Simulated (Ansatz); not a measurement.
Input, command and steps of an Ansatz relaxation.

```yaml
crystal:
  lattice:
    - [4.4944731697, 0.0, 0.0]
    - [-2.2472365848, 3.8923279416, 0.0]
    - [0.0, 0.0, 3.6075081813]
  atoms:
    - { symbol: V, position: [0.3333333333, 0.6666666667, 0.25], spin: 1.95 }
    - { symbol: V, position: [0.6666666667, 0.3333333333, 0.75], spin: 1.95 }
    - { symbol: H, position: [0.833, 0.666, 0.25] }
    - { symbol: H, position: [0.167, 0.833, 0.75] }
    - { symbol: H, position: [0.334, 0.167, 0.25] }
    - { symbol: H, position: [0.167, 0.334, 0.75] }
    - { symbol: H, position: [0.833, 0.167, 0.25] }
    - { symbol: H, position: [0.666, 0.833, 0.75] }
basis:
  ecutwfc: 420
kpoints:
  mp_grid: { grid: [6, 6, 6] }
hamiltonian:
  xc: pbe
scf:
  occupations: { method: gaussian, width: 0.1 }
  lower_state_search: "off"
output:
  forces: true
  stress: true
  eigenvalues: true
  populations: true
magnetization:
  spin_polarized: true
relax:
  adjacent_minimum: "off"
  f_tol: 0.04
  max_steps: 70
  cell: { stress_tol: 0.4 }
```

```bash
ansatz run input.yaml --threads 1 --pin off --max-ram 2560MiB --backend cpu --events-out ev --progress --plain --runs-dir out
```

Level of theory: DFT PBE, scalar-relativistic, plane waves, PAW (Ansatz).

Of 7 frames 7 are shown, positions in Å and forces in eV/Å; the SCF threshold varies from step to step. Steps run on the plane waves of an earlier cell, with a Pulay correction in the pressure. The basis is chosen afresh for the last frame, the zero of the energies, and at times for earlier ones too; energy and pressure step there, also at an unchanged geometry. Here that happened at step 7 (2 meV/atom, -0.1 GPa); the frames before carry an error of that size.

```xyz
8
Lattice="4.4945 0.0000 0.0000 -2.2472 3.8923 0.0000 0.0000 0.0000 3.6075" Properties=species:S:1:pos:R:3:forces:R:3 pbc="T T T" step=1 free_energy_over_end_meV_per_atom=367.17 pressure_GPa=-25.87
V     0.0000    2.5949    0.9019    0.0000    0.0000    0.0000
V     2.2472    1.2974    2.7056    0.0000    0.0000    0.0000
H     2.2472    2.5923    0.9019    0.0000   -0.6062    0.0000
H    -1.1214    3.2423    2.7056    0.5250   -0.3031    0.0000
H     1.1259    0.6500    0.9019    0.5250    0.3031    0.0000
H     0.0000    1.3000    2.7056    0.0000    0.6062    0.0000
H     3.3686    0.6500    0.9019   -0.5250    0.3031    0.0000
H     1.1214    3.2423    2.7056   -0.5250   -0.3031    0.0000
8
Lattice="4.3558 0.0000 0.0000 -2.1779 3.7723 0.0000 0.0000 0.0000 3.4317" Properties=species:S:1:pos:R:3:forces:R:3 pbc="T T T" step=2 free_energy_over_end_meV_per_atom=219.81 pressure_GPa=-21.02
V     0.0000    2.5148    0.8579    0.0000    0.0000    0.0000
V     2.1779    1.2574    2.5738    0.0000    0.0000    0.0000
H     2.1779    2.4783    0.8579    0.0000   -0.4413    0.0000
H    -1.0573    3.1253    2.5738    0.3821   -0.2206    0.0000
H     1.1206    0.6470    0.8579    0.3821    0.2206    0.0000
H     0.0000    1.2940    2.5738    0.0000    0.4413    0.0000
H     3.2352    0.6470    0.8579   -0.3821    0.2206    0.0000
H     1.0573    3.1253    2.5738   -0.3821   -0.2206    0.0000
8
Lattice="4.2668 0.0000 0.0000 -2.1334 3.6952 0.0000 0.0000 0.0000 3.2527" Properties=species:S:1:pos:R:3:forces:R:3 pbc="T T T" step=3 free_energy_over_end_meV_per_atom=103.72 pressure_GPa=-22.06
V     0.0000    2.4634    0.8132    0.0000    0.0000    0.0000
V     2.1334    1.2317    2.4396    0.0000    0.0000    0.0000
H     2.1334    2.4057    0.8132    0.0000   -0.3542    0.0000
H    -1.0167    3.0504    2.4396    0.3067   -0.1771    0.0000
H     1.1167    0.6447    0.8132    0.3067    0.1771    0.0000
H     0.0000    1.2894    2.4396    0.0000    0.3542    0.0000
H     3.1501    0.6447    0.8132   -0.3067    0.1771    0.0000
H     1.0167    3.0504    2.4396   -0.3067   -0.1771    0.0000
8
Lattice="4.1896 0.0000 0.0000 -2.0948 3.6283 0.0000 0.0000 0.0000 3.0758" Properties=species:S:1:pos:R:3:forces:R:3 pbc="T T T" step=4 free_energy_over_end_meV_per_atom=22.75 pressure_GPa=-11.77
V     0.0000    2.4189    0.7690    0.0000    0.0000    0.0000
V     2.0948    1.2094    2.3069    0.0000    0.0000    0.0000
H     2.0948    2.3472    0.7690    0.0000   -0.1352    0.0000
H    -0.9853    2.9877    2.3069    0.1171   -0.0676    0.0000
H     1.1095    0.6406    0.7690    0.1171    0.0676    0.0000
H     0.0000    1.2811    2.3069    0.0000    0.1352    0.0000
H     3.0801    0.6406    0.7690   -0.1171    0.0676    0.0000
H     0.9853    2.9877    2.3069   -0.1171   -0.0676    0.0000
8
Lattice="4.1590 0.0000 0.0000 -2.0795 3.6018 0.0000 0.0000 0.0000 2.8954" Properties=species:S:1:pos:R:3:forces:R:3 pbc="T T T" step=5 free_energy_over_end_meV_per_atom=-1.89 pressure_GPa=0.98
V     0.0000    2.4012    0.7239    0.0000    0.0000    0.0000
V     2.0795    1.2006    2.1716    0.0000    0.0000    0.0000
H     2.0795    2.3327    0.7239    0.0000    0.0370    0.0000
H    -0.9804    2.9673    2.1716   -0.0320    0.0185    0.0000
H     1.0991    0.6346    0.7239   -0.0320   -0.0185    0.0000
H     0.0000    1.2691    2.1716    0.0000   -0.0370    0.0000
H     3.0599    0.6346    0.7239    0.0320   -0.0185    0.0000
H     0.9804    2.9673    2.1716    0.0320    0.0185    0.0000
8
Lattice="4.1743 0.0000 0.0000 -2.0871 3.6150 0.0000 0.0000 0.0000 2.8892" Properties=species:S:1:pos:R:3:forces:R:3 pbc="T T T" step=6 free_energy_over_end_meV_per_atom=-2.05 pressure_GPa=0.13
V     0.0000    2.4100    0.7223    0.0000    0.0000    0.0000
V     2.0871    1.2050    2.1669    0.0000    0.0000    0.0000
H     2.0871    2.3442    0.7223    0.0000    0.0103    0.0000
H    -0.9866    2.9796    2.1669   -0.0089    0.0052    0.0000
H     1.1005    0.6354    0.7223   -0.0089   -0.0052    0.0000
H     0.0000    1.2708    2.1669    0.0000   -0.0103    0.0000
H     3.0737    0.6354    0.7223    0.0089   -0.0052    0.0000
H     0.9866    2.9796    2.1669    0.0089    0.0052    0.0000
8
Lattice="4.1743 0.0000 0.0000 -2.0871 3.6150 0.0000 0.0000 0.0000 2.8892" Properties=species:S:1:pos:R:3:forces:R:3 pbc="T T T" step=7 free_energy_over_end_meV_per_atom=0.00 pressure_GPa=-0.01
V     0.0000    2.4100    0.7223    0.0000    0.0000    0.0000
V     2.0871    1.2050    2.1669    0.0000    0.0000    0.0000
H     2.0871    2.3442    0.7223    0.0000    0.0105    0.0000
H    -0.9866    2.9796    2.1669   -0.0091    0.0052    0.0000
H     1.1005    0.6354    0.7223   -0.0091   -0.0052    0.0000
H     0.0000    1.2708    2.1669    0.0000   -0.0105    0.0000
H     3.0737    0.6354    0.7223    0.0091   -0.0052    0.0000
H     0.9866    2.9796    2.1669    0.0091    0.0052    0.0000
```

The start puts this composition into another compound's structure type, which needn't suit it. The cell shrinks from 7.9 to 5.4 Å³ an atom, so the end can be far from any stable crystal. At the end the space group is P6_3/mmc (tolerance 0.05 Å).

It took 70 s on 1 thread of Arm Neoverse V1, with other jobs on the host, peak memory 0.37 GiB.

The k mesh is coarse.